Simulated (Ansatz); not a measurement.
Starting cell, Ca (fcc, Cu type):

```xyz
2
Lattice="0.0000 5.5686 5.5686 2.7843 0.0000 2.7843 2.7843 2.7843 0.0000" Properties=species:S:1:pos:R:3 pbc="T T T"
Ca     0.0000     0.0000     0.0000
Ca     2.7843     2.7843     5.5686
```

The atoms are displaced by Q × the pattern below (from a DFPT mode at L = (0.5, 0.0, 0.0), largest move 1; Q in Å), at fixed cell. (q is in reciprocal vectors of the primitive cell; the cell shown is doubled to hold the pattern.)

| atom | x | y | z |
|---|---|---|---|
| Ca1 | -0.577 | 0.577 | 0.577 |
| Ca2 | 0.577 | -0.577 | -0.577 |

Computed with r2SCAN (plane waves to 500 eV, PAW, scalar-relativistic; Ansatz, a quantum-chemistry and plane-wave program). k mesh 7×14×14 (Γ-centred), Fermi-Dirac smearing 0.05 eV. Energies are smeared free energies. With partly filled bands, energies and forces of such displacements shift with the k mesh and the smearing. Ca was relaxed with its symmetry unable to fall. The PAW data are Ansatz's earlier set. ΔE is measured from the undisplaced structure.

Question: Predict the ΔE (meV/cell) and −dE/dQ from forces (eV/Å) at Q (Å) = -0.083, -0.067, -0.050, -0.033, -0.017, 0.050, 0.067, 0.100.

Answer: 
```json
[
 {"Q (Å)": "-0.083", "ΔE (meV/cell)": "26.5", "−dE/dQ from forces (eV/Å)": "0.636"},
 {"Q (Å)": "-0.067", "ΔE (meV/cell)": "16.9", "−dE/dQ from forces (eV/Å)": "0.508"},
 {"Q (Å)": "-0.050", "ΔE (meV/cell)": "9.5", "−dE/dQ from forces (eV/Å)": "0.381"},
 {"Q (Å)": "-0.033", "ΔE (meV/cell)": "4.2", "−dE/dQ from forces (eV/Å)": "0.254"},
 {"Q (Å)": "-0.017", "ΔE (meV/cell)": "1.1", "−dE/dQ from forces (eV/Å)": "0.127"},
 {"Q (Å)": "0.050", "ΔE (meV/cell)": "9.5", "−dE/dQ from forces (eV/Å)": "-0.381"},
 {"Q (Å)": "0.067", "ΔE (meV/cell)": "16.9", "−dE/dQ from forces (eV/Å)": "-0.508"},
 {"Q (Å)": "0.100", "ΔE (meV/cell)": "38.1", "−dE/dQ from forces (eV/Å)": "-0.765"}
]
```

(For displaced atoms, the force is minus the slope of the energy, and its curvature is a force constant, which sets phonon frequencies.)
